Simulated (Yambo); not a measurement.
G0W0@PBEsol for NaOH (space group P2_1, No. 4) in Yambo. Reference settings: 4×4×4 Γ-centred k mesh, bands 3 to 112 and a 8 Ry block in the screening, 112 bands in G with the Bruneval-Gonze terminator, plasmon pole fitted at 27.2 eV. The PBEsol gap (0, 0, -0.5) → Γ on this mesh is 3.56 eV; G0W0 gaps are taken between the same points.

The settings were changed. The gap went from 6.36 eV to 6.18 eV, and the shift of the valence edge from -1.72 eV to -1.39 eV.

**Question.** Which change was made?
(A) 73 bands in G
(B) 7 Ry block
(C) 73 bands in G, no terminator
(D) 54 bands in W

**Answer.** C, 73 bands in G, no terminator. The others gave (gap, valence shift): 7 Ry block: 6.32, -1.70 eV; 73 bands in G: 6.36, -1.72 eV; 54 bands in W: 6.43, -1.61 eV.

Geometry of the Materials Project entry, not relaxed at this level; primitive cell a = 3.426 Å, b = 3.346 Å, c = 5.295 Å, α = γ = 90.00°, β = 107.30°.

The structure is a Materials Project entry; no match was found in the copy of COD used, and its stability was not checked.

A shift is the quasiparticle energy of the state minus its PBEsol energy.
